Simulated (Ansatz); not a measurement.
HfRh3 in space group I4/mmm (No. 139; Rh on 2b, Rh on 4d, Hf on 2a) at seven volumes, plane-wave PAW PBE (Ansatz code), shape and atoms relaxed at each. One row is withheld.

| V (Å³/atom) | P (GPa) |
|---|---|
| 14.118 | 24.93 |
| 14.583 | 15.16 |
| 15.049 | 6.93 |
| 15.514 | 0.00 |
| 15.979 | -5.83 |
| 16.445 | -10.74 |
| 16.910 | ? |

Fit the shown pressures and predict the withheld one.

Third-order Birch–Murnaghan: P = (3/2)B₀(x^(7/2) − x^(5/2))[1 + (3/4)(B′ − 4)(x − 1)] with x = (V₀/V)^(2/3). Least squares on the six rows gives V₀ = 15.514 Å³/atom, B₀ = 211.5 GPa, B′ = 4.71. At V = 16.910, x = 0.9442 and P = -14.88 GPa. The run itself gave -14.86 GPa.

A made-up cell: these elements were put on the sites of a structure type; neither database checked (COD, Materials Project) lists it. COD files the formula under space group No. 221. Its standing as an ambient phase is unchecked. The cell was relaxed with PBE under the symmetry of its start; its stability against distortions is not shown here. No spin polarisation was allowed. Scalar-relativistic: spin–orbit coupling is off unless named, which matters more the heavier the elements.

Potentials: the earlier of the program's two PAW sets.
